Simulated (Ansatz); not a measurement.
**Property card for Te2W**

Te2W:
Space group Pmn2₁ (No. 31); a = 3.445 Å, b = 6.216 Å, c = 13.843 Å, α = 90.00°, β = 90.00°, γ = 90.00°

```json
[
 {"atom": "Te", "site": "2a", "symmetry": "m..", "x": "0.0000", "y": "0.2075", "z": "0.4038"},
 {"atom": "Te", "site": "2a", "symmetry": "m..", "x": "0.0000", "y": "0.2981", "z": "0.8578"},
 {"atom": "Te", "site": "2a", "symmetry": "m..", "x": "0.5000", "y": "0.1430", "z": "0.1574"},
 {"atom": "Te", "site": "2a", "symmetry": "m..", "x": "0.0000", "y": "0.6466", "z": "0.1111"},
 {"atom": "W", "site": "2a", "symmetry": "m..", "x": "0.0000", "y": "0.0418", "z": "0.0154"},
 {"atom": "W", "site": "2a", "symmetry": "m..", "x": "0.0000", "y": "0.6027", "z": "0.4997"}
]
```

Space group Pmn2_1 (No. 31); conventional cell a = 3.445 Å, b = 6.216 Å, c = 13.843 Å, α = 90.00°, β = 90.00°, γ = 90.00°.

Method: plane-wave PAW LDA (Ansatz code). Structure relaxed to zero pressure with the same functional. Other levels are named where they apply.

**Cell and energy**

- Volume per atom = 24.70 Å³
- Density = 9.84 g/cm³
- Formation energy from the elements (no fitted shifts) = -0.11 eV/atom

**Electronic structure**

- Electronic character = metallic (no gap)
- Density of states at the Fermi level = 0.20 states/eV per atom (mean over ±0.08 eV)

The workflow started from a Materials Project entry (that database holds measured and hypothetical structures alike); the Crystallography Open Database files this formula in space group No. 31, but the cells were not matched. Whether it is the stable phase at ambient conditions was not checked. Symmetry was held in the LDA relaxation; its stability against distortions is not shown here. The run is not spin-polarised. A crystal of weakly bound layers computed without a dispersion correction: the cell and the soft elastic constants depend strongly on that. The references are the lowest solids computed at this level, not always the standard phases. Scalar-relativistic: spin–orbit coupling is off unless named, which matters more the heavier the elements.

Potentials: the earlier of the program's two PAW sets. The files were generated under PBE; for other functionals the program regenerates the frozen cores, and for LDA and PBEsol the local potential too.
